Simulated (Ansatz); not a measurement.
## Notes on Bi2OsS4

```
S Os Bi
1.0
     0.00000    5.66936    5.66936
     5.66936    0.00000    5.66936
     5.66936    5.66936    0.00000
S Os Bi
8 2 4
Direct
  0.38300 0.38300 0.38300
  0.39900 0.86700 0.86700
  0.38300 0.38300 0.85100
  0.86700 0.39900 0.86700
  0.85100 0.38300 0.38300
  0.86700 0.86700 0.86700
  0.38300 0.85100 0.38300
  0.86700 0.86700 0.39900
  0.00000 0.00000 0.00000
  0.25000 0.25000 0.25000
  0.62500 0.62500 0.62500
  0.12500 0.62500 0.62500
  0.62500 0.62500 0.12500
  0.62500 0.12500 0.62500
```

Level: r2SCAN, no spin polarisation; 500 eV; 5×5×5 Γ-centred mesh; fermi-dirac occupations (width 0.1 eV); Ansatz 0.2.0, fixed geometry.

Task: Is it stable against the elements?

Result: 0.37 eV an atom against the elements' usual phases (free molecules for gases, crystals otherwise, with no correction for O₂ or N₂), so at this geometry it isn't bound against them. Relaxing would lower it.

Task: Is the cell too large or too small?

Result: The pressure is -1.9 GPa (compression positive), so with the atoms held at these fractions the cell would first shrink; the forces are large, so a full relaxation may end otherwise.

Task: What happens at the Fermi level?

Result: It is a metal, with about 13 states/eV a cell as the mean within 0.25 eV of the Fermi level, mostly Os d (61 %) and S p (23 %).

Task: Give the Bader charges.

Result: Bader charges in e: Bi +1.36, Os +0.62, S -0.84. In the mean Bi gives up most and S takes most.

Task: What do density and ELF say about some of the short contacts?

Result: S–Os at 2.61 Å: least valence density 0.42 e/Å³ and ELF 0.38 there. S–Bi at 2.75 Å: least valence density 0.36 e/Å³ and ELF 0.38 there. Both are smooth PAW fields, read partly inside the augmentation spheres.

Origin: a known structure type with other elements, at an estimated volume, so it need not be a known compound. Caveats: many states at the Fermi level without spin polarisation, so a magnetic state may lie lower; atoms or cell far from equilibrium.
